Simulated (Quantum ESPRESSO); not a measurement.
Si2GaO5F, one run as intended and one with a planted mistake

Simulated, not a measurement. The program is pw.x of Quantum ESPRESSO 7.5 (plane-wave density functional theory). The cell is made up: 9 atoms on a quartz lattice, with randomly drawn elements, strain and displacements, not relaxed. PseudoDojo standard norm-conserving files (v0.5 for PBE, v0.4.1 for LDA and PBEsol) set the functional; there is no spin polarisation, spin-orbit coupling or dispersion term, and the masses in the input are unused placeholders.

Intended input:

```
&control calculation='scf', pseudo_dir='./dojo.nc.sr.pbe.v0_5.standard.upf', outdir='./o', disk_io='medium', tprnfor=.true., tstress=.true. /
&system ibrav=0, nat=9, ntyp=4, nbnd=35, ecutwfc=84.00895049, nosym=.true., tot_charge=0,
 occupations='smearing', smearing='fd', degauss=0.0018374661
/
&electrons conv_thr=7.350e-09, electron_maxstep=60, /
ATOMIC_SPECIES
F 1.0 F.upf
Ga 1.0 Ga.upf
O 1.0 O.upf
Si 1.0 Si.upf
CELL_PARAMETERS angstrom
5.0567 -0.0831 -0.0208
-2.6003 4.3628 0.0441
-0.0228 0.0427 5.5865
ATOMIC_POSITIONS angstrom
Si 2.3471 -0.0029 3.6759
Ga -1.2145 2.1193 1.8943
Si 1.3563 2.2844 0.0279
O 1.3845 1.1449 4.4025
O 3.2763 0.5913 2.5448
O 2.7452 2.5035 0.6568
F 0.2539 1.7917 1.2077
O -1.1973 3.203 3.0489
O 0.7565 3.6799 4.9397
K_POINTS automatic
5 5 4 1 1 1
```

The log is shortened where brackets say so; the opening notice, blank lines, dates and the lines on written files are dropped, and the path of the files is cut. It prints rydbergs, bohrs and kilobars, and counts compression as positive stress. Where no state is partly filled, the Fermi energy that it prints is only some level between the filled and the empty states on the mesh, and need not lie in the true gap.

Log of the intended run:

```
     Program PWSCF v.7.5
     Parallel version (MPI & OpenMP), running on       1 processor cores
     Number of MPI processes:                 1
     Threads/MPI process:                     1
     [start-up lines left out]
     bravais-lattice index     =            0
     lattice parameter (alat)  =       9.5571  a.u.
     unit-cell volume          =     823.4958 (a.u.)^3
     number of atoms/cell      =            9
     number of atomic types    =            4
     number of electrons       =        58.00
     number of Kohn-Sham states=           35
     kinetic-energy cutoff     =      84.0090  Ry
     charge density cutoff     =     336.0358  Ry
     scf convergence threshold =      7.3E-09
     mixing beta               =       0.7000
     number of iterations used =            8  plain     mixing
     Exchange-correlation= PBE
                           (   1   4   3   4   0   0   0)
     [axes and pseudopotential details left out]
   Cartesian axes
     site n.     atom                  positions (alat units)
         1        Si     tau(   1) = (   0.4640899  -0.0005734   0.7268323  )
         2        Ga     tau(   2) = (  -0.2401419   0.4190472   0.3745582  )
         3        Si     tau(   3) = (   0.2681799   0.4516923   0.0055166  )
         4        O      tau(   4) = (   0.2737559   0.2263800   0.8705022  )
         5        O      tau(   5) = (   0.6478197   0.1169172   0.5031809  )
         6        O      tau(   6) = (   0.5428058   0.4950147   0.1298684  )
         7        F      tau(   7) = (   0.0502034   0.3542712   0.2387974  )
         8        O      tau(   8) = (  -0.2367410   0.6333262   0.6028561  )
         9        O      tau(   9) = (   0.1495820   0.7276232   0.9767222  )
     number of k points=    50  Fermi-Dirac smearing, width (Ry)=  0.0018
                       cart. coord. in units 2pi/alat
        k(    1) = (   0.1033749   0.1764002   0.1122354), wk =   0.0400000
        k(    2) = (   0.1042772   0.1746501   0.3385759), wk =   0.0400000
     [further k points left out]
     Dense  grid:    85617 G-vectors     FFT dimensions: (  60,  60,  64)
     Estimated max dynamical RAM per process >     115.60 MB
     Initial potential from superposition of free atoms
     starting charge      57.9961, renormalised to      58.0000
     Starting wfcs are   41 randomized atomic wfcs
     total cpu time spent up to now is       16.9 secs
     per-process dynamical memory:    70.8 Mb
     Self-consistent Calculation
     iteration #  1     ecut=    84.01 Ry     beta= 0.70
     Davidson diagonalization with overlap
     ethr =  1.00E-02,  avg # of iterations =  3.1
     total cpu time spent up to now is       55.6 secs
     total energy              =    -384.02564323 Ry
     estimated scf accuracy    <       2.38314501 Ry
     iteration #  2     ecut=    84.01 Ry     beta= 0.70
     Davidson diagonalization with overlap
     ethr =  4.11E-03,  avg # of iterations =  2.0
     total cpu time spent up to now is       96.9 secs
     total energy              =    -384.70831372 Ry
     estimated scf accuracy    <       1.70497283 Ry
     [iterations 3 to 10 left out]
     iteration # 11     ecut=    84.01 Ry     beta= 0.70
     Davidson diagonalization with overlap
     ethr =  5.56E-11,  avg # of iterations =  2.0
     total cpu time spent up to now is      467.0 secs
     total energy              =    -385.02921177 Ry
     estimated scf accuracy    <          7.9E-09 Ry
     iteration # 12     ecut=    84.01 Ry     beta= 0.70
     Davidson diagonalization with overlap
     ethr =  1.36E-11,  avg # of iterations =  2.0
     total cpu time spent up to now is      503.5 secs
     End of self-consistent calculation
     [lines on levels left out]
     the Fermi energy is     4.2370 ev
!    total energy              =    -385.02921177 Ry
     estimated scf accuracy    <          2.2E-10 Ry
     smearing contrib. (-TS)   =       0.00000000 Ry
     internal energy E=F+TS    =    -385.02921177 Ry
     The total energy is F=E-TS. E is the sum of the following terms:
     one-electron contribution =    -246.82134724 Ry
     hartree contribution      =     158.93765189 Ry
     xc contribution           =    -102.17405371 Ry
     ewald contribution        =    -194.97146272 Ry
     convergence has been achieved in  12 iterations
     Forces acting on atoms (cartesian axes, Ry/au):
     atom    1 type  4   force =    -0.01233565   -0.03827073    0.05033586
     atom    2 type  2   force =    -0.14985107   -0.08440060   -0.04845029
     atom    3 type  4   force =     0.00403284   -0.01540111   -0.16255029
     atom    4 type  3   force =    -0.00419617    0.01617414    0.05041343
     atom    5 type  3   force =    -0.02704415   -0.12850220    0.03612682
     atom    6 type  3   force =    -0.03978586    0.04230211   -0.06983698
     atom    7 type  1   force =     0.23605756   -0.05958765   -0.11614419
     atom    8 type  3   force =     0.04068974    0.26398542    0.26744276
     atom    9 type  3   force =    -0.04756724    0.00370063   -0.00733713
     Total force =     0.557078     Total SCF correction =     0.000041
     Computing stress (Cartesian axis) and pressure
          total   stress  (Ry/bohr**3)                   (kbar)     P=      156.85
   0.00124149   0.00013001  -0.00017670          182.63       19.12      -25.99
   0.00013001   0.00091114   0.00023959           19.12      134.03       35.25
  -0.00017670   0.00023959   0.00104617          -25.99       35.25      153.90
     init_run     :     15.74s CPU     16.78s WALL (       1 calls)
     electrons    :    462.96s CPU    486.61s WALL (       1 calls)
     forces       :      5.69s CPU      5.77s WALL (       1 calls)
     stress       :     23.12s CPU     23.26s WALL (       1 calls)
     [timing details left out]
     PWSCF        :   8m27.97s CPU   8m53.38s WALL
     JOB DONE.
```

A second run has one planted mistake: the plane-wave cutoff is too low. The input lines that differ, file-writing options aside:

```
- &system ibrav=0, nat=9, ntyp=4, nbnd=35, ecutwfc=84.00895049, nosym=.true., tot_charge=0,
+ &system ibrav=0, nat=9, ntyp=4, nbnd=35, ecutwfc=50.34657138, nosym=.true., tot_charge=0,
```

Its log:

```
     Program PWSCF v.7.5
     Parallel version (MPI & OpenMP), running on       1 processor cores
     Number of MPI processes:                 1
     Threads/MPI process:                     1
     [start-up lines left out]
     bravais-lattice index     =            0
     lattice parameter (alat)  =       9.5571  a.u.
     unit-cell volume          =     823.4958 (a.u.)^3
     number of atoms/cell      =            9
     number of atomic types    =            4
     number of electrons       =        58.00
     number of Kohn-Sham states=           35
     kinetic-energy cutoff     =      50.3466  Ry
     charge density cutoff     =     201.3863  Ry
     scf convergence threshold =      7.3E-09
     mixing beta               =       0.7000
     number of iterations used =            8  plain     mixing
     Exchange-correlation= PBE
                           (   1   4   3   4   0   0   0)
     [axes and pseudopotential details left out]
   Cartesian axes
     site n.     atom                  positions (alat units)
         1        Si     tau(   1) = (   0.4640899  -0.0005734   0.7268323  )
         2        Ga     tau(   2) = (  -0.2401419   0.4190472   0.3745582  )
         3        Si     tau(   3) = (   0.2681799   0.4516923   0.0055166  )
         4        O      tau(   4) = (   0.2737559   0.2263800   0.8705022  )
         5        O      tau(   5) = (   0.6478197   0.1169172   0.5031809  )
         6        O      tau(   6) = (   0.5428058   0.4950147   0.1298684  )
         7        F      tau(   7) = (   0.0502034   0.3542712   0.2387974  )
         8        O      tau(   8) = (  -0.2367410   0.6333262   0.6028561  )
         9        O      tau(   9) = (   0.1495820   0.7276232   0.9767222  )
     number of k points=    50  Fermi-Dirac smearing, width (Ry)=  0.0018
                       cart. coord. in units 2pi/alat
        k(    1) = (   0.1033749   0.1764002   0.1122354), wk =   0.0400000
        k(    2) = (   0.1042772   0.1746501   0.3385759), wk =   0.0400000
     [further k points left out]
     Dense  grid:    39723 G-vectors     FFT dimensions: (  45,  45,  48)
     Estimated max dynamical RAM per process >      54.95 MB
     Check: negative core charge=   -0.000120
     Initial potential from superposition of free atoms
     starting charge      57.9961, renormalised to      58.0000
     Starting wfcs are   41 randomized atomic wfcs
     total cpu time spent up to now is       10.0 secs
     per-process dynamical memory:    36.8 Mb
     Self-consistent Calculation
     iteration #  1     ecut=    50.35 Ry     beta= 0.70
     Davidson diagonalization with overlap
     ethr =  1.00E-02,  avg # of iterations =  3.1
     total cpu time spent up to now is       33.7 secs
     total energy              =    -383.40052440 Ry
     estimated scf accuracy    <       2.21395062 Ry
     iteration #  2     ecut=    50.35 Ry     beta= 0.70
     Davidson diagonalization with overlap
     ethr =  3.82E-03,  avg # of iterations =  2.0
     total cpu time spent up to now is       50.7 secs
     total energy              =    -384.02297176 Ry
     estimated scf accuracy    <       1.51831519 Ry
     [iterations 3 to 9 left out]
     iteration # 10     ecut=    50.35 Ry     beta= 0.70
     Davidson diagonalization with overlap
     ethr =  4.63E-10,  avg # of iterations =  2.0
     total cpu time spent up to now is      199.2 secs
     total energy              =    -384.31421599 Ry
     estimated scf accuracy    <       0.00000001 Ry
     iteration # 11     ecut=    50.35 Ry     beta= 0.70
     Davidson diagonalization with overlap
     ethr =  1.80E-11,  avg # of iterations =  4.0
     total cpu time spent up to now is      214.8 secs
     End of self-consistent calculation
     [lines on levels left out]
     the Fermi energy is     4.1462 ev
!    total energy              =    -384.31421599 Ry
     estimated scf accuracy    <          5.4E-09 Ry
     smearing contrib. (-TS)   =       0.00000000 Ry
     internal energy E=F+TS    =    -384.31421599 Ry
     The total energy is F=E-TS. E is the sum of the following terms:
     one-electron contribution =    -245.28278745 Ry
     hartree contribution      =     157.78957153 Ry
     xc contribution           =    -101.84953730 Ry
     ewald contribution        =    -194.97146278 Ry
     convergence has been achieved in  11 iterations
     Forces acting on atoms (cartesian axes, Ry/au):
     atom    1 type  4   force =    -0.01174917   -0.03803464    0.05113116
     atom    2 type  2   force =    -0.15402160   -0.08052265   -0.04541920
     atom    3 type  4   force =     0.00319541   -0.01627806   -0.16191337
     atom    4 type  3   force =    -0.00401932    0.01589643    0.04942267
     atom    5 type  3   force =    -0.02951515   -0.13693346    0.03986978
     atom    6 type  3   force =    -0.04475465    0.04437745   -0.07552070
     atom    7 type  1   force =     0.24916561   -0.06267858   -0.12354613
     atom    8 type  3   force =     0.03997856    0.26994903    0.27283938
     atom    9 type  3   force =    -0.04827968    0.00422449   -0.00686359
     Total force =     0.573709     Total SCF correction =     0.000084
     Computing stress (Cartesian axis) and pressure
          total   stress  (Ry/bohr**3)                   (kbar)     P=     -612.09
  -0.00396367   0.00013468  -0.00019655         -583.08       19.81      -28.91
   0.00013468  -0.00433144   0.00022929           19.81     -637.18       33.73
  -0.00019655   0.00022929  -0.00418760          -28.91       33.73     -616.02
     init_run     :      9.26s CPU      9.87s WALL (       1 calls)
     electrons    :    194.06s CPU    204.77s WALL (       1 calls)
     forces       :      2.78s CPU      2.82s WALL (       1 calls)
     stress       :     10.87s CPU     10.93s WALL (       1 calls)
     [timing details left out]
     PWSCF        :   3m37.20s CPU   3m48.84s WALL
     JOB DONE.
```

|  | intended run | run with the mistake |
| --- | --- | --- |
| free energy (eV) | -5238.589 | -5228.861 |
| smearing term -TS (eV) | 0.0000 | 0.0000 |
| pressure (GPa) | 15.69 | -61.21 |
| largest force component (eV/Å) | 6.876 | 7.015 |
| largest change of a force component (eV/Å) |  | 0.337 |
| iterations | 12 | 11 |

For scale, a rerun of the intended cell at a cutoff of 1437 eV and k mesh 7 x 7 x 6 moved values by no more than 0.003 eV in energy, 0.02 GPa in stress and 0.003 eV/Å in force.